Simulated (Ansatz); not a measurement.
Input and output for Cs (bcc type): DFT, PBE, all-electron LAPW, scalar-relativistic (Ansatz 0.2.0). This run: volume at 0.6 of the series' base cell.

The base cell comes from a relaxation on PAW files under the same functional, and the cell shown is scaled from it.

Command: `ansatz run input.yaml --threads 1 --pin off --max-ram 2048MiB --backend cpu --events-out ev --progress --plain --runs-dir out` It took 0.79 s on 1 thread of AMD EPYC 9R45 96-Core Processor (Zen 5), on a shared host, peak memory 0.26 GiB.

```yaml
crystal:
  lattice:
    - [-2.5953739238, 2.5953739238, 2.5953739238]
    - [2.5953739238, -2.5953739238, 2.5953739238]
    - [2.5953739238, 2.5953739238, -2.5953739238]
  atoms:
    - { symbol: Cs, position: [0.0, 0.0, 0.0] }
kpoints:
  mp_grid: { grid: [9, 9, 9] }
scf:
  occupations: { method: fermi_dirac, width: 0.05 }
hamiltonian:
  xc: pbe
  pseudopotentials: { kind: all_electron, lapw: { basis_error: 0.001 } }
output:
  forces: true
  stress: true
  eigenvalues: true
  populations: true
```

Output:

```
Cs: projections on atomic orbitals take those of the free atom 1s2 2s2 2p6 3s2 3p6 3d10 4s2 4p6 4d10 5s2 5p6 6s1, of charge +0.00 (hamiltonian.pseudopotentials.projection_atoms)
LAPW: plane waves up to 4.251 Å⁻¹, error target 1.0e-3 eV per atom; small_component_spin mean_spin; Cs in spheres of 2.248 Å, 19 of its electrons in bands, Dirac shells [] (how accurate: hamiltonian.pseudopotentials.lapw.basis_error, Limitations)
Engine: ansatz 0.2.0
Pseudopotentials: kind: all_electron
Pseudopotential: Cs, LAPW, valence charge 19, lapw/all_electron/scalar/gaussian/Cs, Koelling and Harmon's equation, gaussian nucleus
Functional definition: PBE
  parameter kappa = 0.804
  parameter beta = 0.06672455060314922
  exchange = pbe_x(kappa = kappa, mu = beta*pi^2/3)
  correlation = pbe_c(beta = beta)
Crystal: 1 atoms, lattice volume = 69.929 Å³
Basis set: ecut = 68.85308820620466 eV, 87 PW (Γ), exchange–correlation at level 2
Bands: 14, of which v1, the nominal top of the filled ones, is band 10 counted from 1 (9 counted from 0)
Symmetry: 48 space group operations
Space group: Im-3m (ITA 229), of the structure as read, at distance tolerance 4.1e-5 Å
k-points: 35 of 729
Non-local potential: Cs, projectors of the file, none
Initial density: superposition of atomic densities (chi_scale 0.1, normalization cell)
Initial wavefunctions: plane waves of lowest kinetic energy (no species holds an atomic orbital)
Functional: x = pbe(κ = 0.804, μ = 0.2195149727645171), c = pbe(β = 0.06672455060314922)
iter 1 solved again at ethr=1.24e-5 eV; its pass at ethr=1.00e-1 eV (dr2=2.36e-3 eV) is discarded
SCF iter   1: F=—  HF=-211885.329235 eV  |F-HF|=—  |Δ(HF+E_count)|=         —  Δρ=1.35e-3  dr2=2.37e-3  ethr=1.24e-5  ⟨swp⟩=5.0  Hψ=3565  notcnv=0
preconditioner: auto → none  [insulator: Δε(μ)=0.135 eV  Ē_g=11.566 eV  σ=0.050 eV  W_gap=0.55  n_scr=12 (ndim 8)  ℏωp=11.7 eV  f_vac=0.000  D(μ)=1.12/eV (n_scr^D=0)  ε∞_Penn≈2.0]
SCF iter   2: F=—  HF=-211885.322672 eV  |F-HF|=—  |Δ(HF+E_count)|=   6.56e-3  Δρ=6.02e-4  dr2=4.69e-4  ethr=1.24e-5  ⟨swp⟩=2.0  Hψ=1609  notcnv=0
SCF iter   3: F=—  HF=-211885.322715 eV  |F-HF|=—  |Δ(HF+E_count)|=   4.22e-5  Δρ=1.94e-4  dr2=4.85e-5  ethr=2.47e-6  ⟨swp⟩=2.4  Hψ=1624  notcnv=0
iter 4 solved again at ethr=7.31e-9 eV; its pass at ethr=2.55e-7 eV (dr2=1.39e-6 eV) is discarded
SCF iter   4: F=—  HF=-211885.322778 eV  |F-HF|=—  |Δ(HF+E_count)|=   6.32e-5  Δρ=3.29e-5  dr2=1.39e-6  ethr=7.31e-9  ⟨swp⟩=2.0  Hψ=2617  notcnv=0
SCF iter   5: F=-211885.322781 eV  HF=-211885.322781 eV  |F-HF|=3.95e-8  |Δ(HF+E_count)|=   3.63e-6  Δρ=1.90e-6  dr2=4.61e-9  ethr=7.31e-9  ⟨swp⟩=2.9  Hψ=1643  notcnv=0
SCF 1 converged in 5 iterations: F = -211885.322781 eV  dr2 = 4.61e-9
SCF converged after 5 iterations
Free energy (F): -211885.322781 eV
Harris-Foulkes:  -211885.322781 eV  (|F-HF|=3.95e-8)
Internal energy: -211885.312766 eV  (E = F + TS)
E sigma→0 (E₀):  -211885.317774 eV
Entropy (-TS):   -0.010016 eV (-10.016 meV/atom)
Fermi energy:    6.762419 eV
--- Per-component energies (eV) ---
  E_band       = -693.860257
  E_kinetic    = 225253.617269
  E_xc         = -5240.776941
  E_electrostatic = -431898.153094  (all electrons and nuclei)
  E_smearing   = -0.010016  (= −TS)
  E_closure    = 0.000000  (closes the sum)
  E_atoms      = -211884.713165  (free atoms, spherical and without spin; not in F)
  Σ components = -211885.322781   (vs F -211885.322781, Δ=0.00e0)
  Basis errors (estimates in eV, not in F): energy 2.5e-4 per atom: plane waves 2.4e-4 (1.2e-4 summed), levels above the bands 8.2e-36, relativity 2.1e-8, radial functions 8.9e-6, core shells 4.2e-7; eigenvalues (radial functions only) 2.7e-6; not estimated: angular momenta, meshes, grids; target (lapw.basis_error) 1.0e-3; muffin-tin radii Cs 2.248 Å
--- Forces (eV/Å), atoms counted from 1 ---
  atom   1  Cs    -0.00000000     0.00000000     0.00000000
  max |Σ_I F_I| component: 1.17e-31 eV/Å
--- Stress (GPa, compression-positive) ---
        2.264290      -0.000000      -0.000000
       -0.000000       2.264290       0.000000
       -0.000000       0.000000       2.264290
  P = ⅓ Tr σ = 2.2643 GPa (22.643 kbar)
--- Band table (eV; the first three rows and the last of 35) ---
  k-point 0: bands = ["-64.3556", "-64.3556", "-64.3556", "-64.3555", "-64.3555", "-16.9687", "-3.5050", "-3.5050", "-3.5050", "4.6390", "9.5099", "9.5099", "9.5099", "10.8248"]
  k-point 1: bands = ["-64.3556", "-64.3556", "-64.3556", "-64.3555", "-64.3555", "-16.9616", "-3.5896", "-3.5290", "-3.5061", "4.8767", "9.2770", "9.3118", "9.7438", "10.4919"]
  k-point 2: bands = ["-64.3556", "-64.3556", "-64.3556", "-64.3555", "-64.3555", "-16.9434", "-3.7918", "-3.5886", "-3.5087", "5.4874", "8.7091", "8.8321", "10.4256", "10.5495"]
  k-point 34: bands = ["-64.3556", "-64.3556", "-64.3556", "-64.3555", "-64.3555", "-16.8656", "-3.9395", "-3.9229", "-3.9229", "6.8469", "6.8678", "10.9733", "10.9733", "11.0886"]
--- Löwdin populations: 1 site ---
  site symbol       q [e]
     0     Cs     54.9164
  spilling = 0.001521 (of n_electrons = 55.000000)
```

populations.tsv:

```
# site	symbol	l	j	q
# orbitals = lowdin
# n_electrons = 55.000000
# spilling = 0.001521
# projection_atom_Cs: 1s2 2s2 2p6 3s2 3p6 3d10 4s2 4p6 4d10 5s2 5p6 6s1
0	Cs	0_1S	-	2.000000
0	Cs	0_2S	-	1.999992
0	Cs	0_3S	-	1.999881
0	Cs	0_4S	-	1.998637
0	Cs	0_5S	-	1.976200
0	Cs	0_6S	-	0.959540
0	Cs	1_2P	-	6.000000
0	Cs	1_3P	-	5.999999
0	Cs	1_4P	-	5.999939
0	Cs	1_5P	-	5.982195
0	Cs	2_3D	-	10.000000
0	Cs	2_4D	-	9.999984
```

Next run (volume at 0.52 of the series' base cell), as changes to the input before:

```diff
   lattice:
-    - [-2.5953739238, 2.5953739238, 2.5953739238]
-    - [2.5953739238, -2.5953739238, 2.5953739238]
-    - [2.5953739238, 2.5953739238, -2.5953739238]
+    - [-2.4744801139, 2.4744801139, 2.4744801139]
+    - [2.4744801139, -2.4744801139, 2.4744801139]
+    - [2.4744801139, 2.4744801139, -2.4744801139]
   atoms:
```

Command: `ansatz run input.yaml --threads 1 --pin off --max-ram 2048MiB --backend cpu --events-out ev --progress --plain --runs-dir out` It took 0.94 s on 1 thread of AMD EPYC 9R45 96-Core Processor (Zen 5) (shared host), peak memory 0.27 GiB.

Results part of the output:

```
SCF 1 converged in 7 iterations: F = -211885.160783 eV  dr2 = 4.52e-8
SCF converged after 7 iterations
Free energy (F): -211885.160783 eV
Harris-Foulkes:  -211885.160783 eV  (|F-HF|=2.79e-8)
Internal energy: -211885.149296 eV  (E = F + TS)
E sigma→0 (E₀):  -211885.155040 eV
Entropy (-TS):   -0.011486 eV (-11.486 meV/atom)
Fermi energy:    8.106122 eV
--- Per-component energies (eV) ---
  E_band       = -668.603887
  E_kinetic    = 225254.176740
  E_xc         = -5241.143495
  E_electrostatic = -431898.182541  (all electrons and nuclei)
  E_smearing   = -0.011486  (= −TS)
  E_closure    = 0.000000  (closes the sum)
  E_atoms      = -211884.713165  (free atoms, spherical and without spin; not in F)
  Σ components = -211885.160783   (vs F -211885.160783, Δ=0.00e0)
  Basis errors (estimates in eV, not in F): energy 2.5e-4 per atom: plane waves 2.4e-4 (1.3e-4 summed), levels above the bands 2.3e-37, relativity 8.0e-9, radial functions 9.1e-6, core shells 1.6e-6; eigenvalues (radial functions only) 2.6e-6; not estimated: angular momenta, meshes, grids; target (lapw.basis_error) 1.0e-3; muffin-tin radii Cs 2.143 Å
--- Forces (eV/Å), atoms counted from 1 ---
  atom   1  Cs    -0.00000000     0.00000000    -0.00000000
  max |Σ_I F_I| component: 1.31e-31 eV/Å
--- Stress (GPa, compression-positive) ---
        3.338545      -0.000000      -0.000000
       -0.000000       3.338545      -0.000000
       -0.000000      -0.000000       3.338545
  P = ⅓ Tr σ = 3.3385 GPa (33.385 kbar)
--- Band table (eV; the first three rows and the last of 35) ---
  k-point 0: bands = ["-63.0184", "-63.0184", "-63.0184", "-63.0175", "-63.0175", "-15.6825", "-2.0680", "-2.0680", "-2.0680", "5.9184", "10.9106", "10.9106", "10.9106", "12.3883"]
  k-point 1: bands = ["-63.0184", "-63.0184", "-63.0184", "-63.0175", "-63.0175", "-15.6700", "-2.1966", "-2.1031", "-2.0699", "6.2035", "10.6416", "10.6900", "11.1840", "11.9958"]
  k-point 2: bands = ["-63.0184", "-63.0184", "-63.0184", "-63.0175", "-63.0175", "-15.6381", "-2.4980", "-2.1900", "-2.0749", "6.8983", "10.0621", "10.1372", "11.9767", "12.0843"]
  k-point 34: bands = ["-63.0183", "-63.0183", "-63.0183", "-63.0175", "-63.0175", "-15.5028", "-2.7002", "-2.6745", "-2.6745", "7.9171", "7.9671", "12.8071", "12.8071", "13.0293"]
--- Löwdin populations: 1 site ---
  site symbol       q [e]
     0     Cs     54.8389
  spilling = 0.002930 (of n_electrons = 55.000000)
```

Next run (volume at 0.45 of the series' base cell), as changes to the input before:

```diff
   lattice:
-    - [-2.4744801139, 2.4744801139, 2.4744801139]
-    - [2.4744801139, -2.4744801139, 2.4744801139]
-    - [2.4744801139, 2.4744801139, -2.4744801139]
+    - [-2.3580537015, 2.3580537015, 2.3580537015]
+    - [2.3580537015, -2.3580537015, 2.3580537015]
+    - [2.3580537015, 2.3580537015, -2.3580537015]
   atoms:
   mp_grid: { grid: [9, 9, 9] }
+  band_path:
+    path:
+      - [0.0, 0.0, 0.0]
+      - [0.5, -0.5, 0.5]
+      - [0.0, 0.0, 0.5]
+      - [0.0, 0.0, 0.0]
+      - [0.25, 0.25, 0.25]
+      - [0.5, -0.5, 0.5]
+      - [0.25, 0.25, 0.25]
+      - [0.0, 0.0, 0.5]
+    npoints: 8
 scf:
   populations: true
+  dos: { projected: true, de: 0.2, e_range: [-14, 8] }
```

Command: `ansatz run input.yaml --threads 1 --pin off --max-ram 2048MiB --backend cpu --events-out ev --progress --plain --runs-dir out` It took 1.4 s on 1 thread of AMD EPYC 9R45 96-Core Processor (Zen 5), with other jobs on the host, peak memory 0.27 GiB.

Results part of the output:

```
SCF 1 converged in 5 iterations: F = -211884.964284 eV  dr2 = 1.19e-8
NSCF: frozen V_eff on 57 k-points
SCF converged after 5 iterations
Free energy (F): -211884.964284 eV
Harris-Foulkes:  -211884.964284 eV  (|F-HF|=3.61e-8)
Internal energy: -211884.954895 eV  (E = F + TS)
E sigma→0 (E₀):  -211884.959590 eV
Entropy (-TS):   -0.009389 eV (-9.389 meV/atom)
Fermi energy:    9.629816 eV
--- Per-component energies (eV) ---
  E_band       = -1527.930885
  E_kinetic    = 225254.564260
  E_xc         = -5241.570734
  E_electrostatic = -431897.948421  (all electrons and nuclei)
  E_smearing   = -0.009389  (= −TS)
  E_closure    = 0.000000  (closes the sum)
  E_atoms      = -211884.713165  (free atoms, spherical and without spin; not in F)
  Σ components = -211884.964284   (vs F -211884.964284, Δ=0.00e0)
  Basis errors (estimates in eV, not in F): energy 2.8e-4 per atom: plane waves 2.7e-4 (1.4e-4 summed), levels above the bands 3.9e-39, relativity 1.1e-8, radial functions 1.5e-5, core shells 7.2e-8; eigenvalues (radial functions only) 3.7e-6; not estimated: angular momenta, meshes, grids; target (lapw.basis_error) 1.0e-3; muffin-tin radii Cs 2.042 Å
--- Forces (eV/Å), atoms counted from 1 ---
  atom   1  Cs    -0.00000000    -0.00000000     0.00000000
  max |Σ_I F_I| component: 2.55e-31 eV/Å
--- Stress (GPa, compression-positive) ---
        4.535671      -0.000000       0.000000
       -0.000000       4.535671      -0.000000
        0.000000      -0.000000       4.535671
  P = ⅓ Tr σ = 4.5357 GPa (45.357 kbar)
--- Band table (eV; the first three rows and the last of 35) ---
  k-point 0: bands = ["-147.9817", "-147.9817", "-147.9817", "-61.5088", "-61.5088", "-61.5088", "-61.5060", "-61.5060", "-14.2515", "-0.4081", "-0.4081", "-0.4081", "7.4766", "12.5183", "12.5183", "12.5183", "14.1757"]
  k-point 1: bands = ["-147.9817", "-147.9817", "-147.9817", "-61.5088", "-61.5088", "-61.5088", "-61.5060", "-61.5060", "-14.2303", "-0.6000", "-0.4590", "-0.4115", "7.8214", "12.2055", "12.2703", "12.8381", "13.7100"]
  k-point 2: bands = ["-147.9817", "-147.9817", "-147.9817", "-61.5088", "-61.5088", "-61.5087", "-61.5060", "-61.5060", "-14.1758", "-1.0394", "-0.5838", "-0.4204", "8.5992", "11.6319", "11.6333", "13.7589", "13.8426"]
  k-point 34: bands = ["-147.9817", "-147.9817", "-147.9817", "-61.5087", "-61.5087", "-61.5087", "-61.5060", "-61.5060", "-13.9460", "-1.3109", "-1.2722", "-1.2722", "9.1417", "9.2265", "14.9075", "14.9075", "15.2582"]
--- Löwdin populations: 1 site ---
  site symbol       q [e]
     0     Cs     54.7278
  spilling = 0.004948 (of n_electrons = 55.000000)
```

Spin–orbit coupling is left out, which matters for the heavy atoms.
